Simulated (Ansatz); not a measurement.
Structure types of GeW compared at 340 GPa

Structure types of GeW are relaxed in primitive cells with their symmetry kept at 340 GPa, on PAW files; LAPW relaxes the small cells further and takes the PAW cell for the others (marked *). The enthalpy is E + pV at zero temperature, without zero-point motion. Only the types listed were tried, and differences under about 5 meV/atom are mesh noise. The real phase may be another.

Computed with Ansatz 0.2.0; functional PBE, scalar-relativistic. Settings: Fermi–Dirac smearing of 0.05 eV, no spin polarisation. Methods: LAPW: all electrons, basis error target 0.5 meV/atom; PAW: frozen-core files, cutoff 420 eV.

k meshes: rocksalt 15×15×15, CsCl 15×15×15, zincblende 13×13×13, NiAs 12×12×7, anti NiAs 12×12×7.

Spin–orbit coupling is left out, which matters for the heavy atoms.

```json
{"start type": "rocksalt", "ends as": "rocksalt, Fm-3m", "a, b, c (Å)": "4.258, 4.258, 4.258", "V (Å³/atom)": "9.65", "H − H(lowest), LAPW (meV/atom)": "2200.1"}
{"start type": "CsCl", "ends as": "CsCl, Pm-3m", "a, b, c (Å)": "2.632, 2.632, 2.632", "V (Å³/atom)": "9.11", "H − H(lowest), LAPW (meV/atom)": "0.0"}
{"start type": "zincblende", "ends as": "zincblende, F-43m", "a, b, c (Å)": "4.475, 4.475, 4.475", "V (Å³/atom)": "11.20", "H − H(lowest), LAPW (meV/atom)": "8300.7"}
{"start type": "NiAs*", "ends as": "distorted NiAs, P6_3/mmc", "a, b, c (Å)": "2.459, 2.459, 7.094", "V (Å³/atom)": "9.29", "H − H(lowest), LAPW (meV/atom)": "?"}
{"start type": "anti NiAs*", "ends as": "distorted anti NiAs, P6_3/mmc", "a, b, c (Å)": "2.427, 2.427, 7.266", "V (Å³/atom)": "9.26", "H − H(lowest), LAPW (meV/atom)": "?"}
```

**Question.** Give the missing entry: row "NiAs*", column "H − H(lowest), LAPW (meV/atom)".

**Answer.** 359.2.

**Question.** Give the missing entry: row "anti NiAs*", column "H − H(lowest), LAPW (meV/atom)".

**Answer.** 495.5.
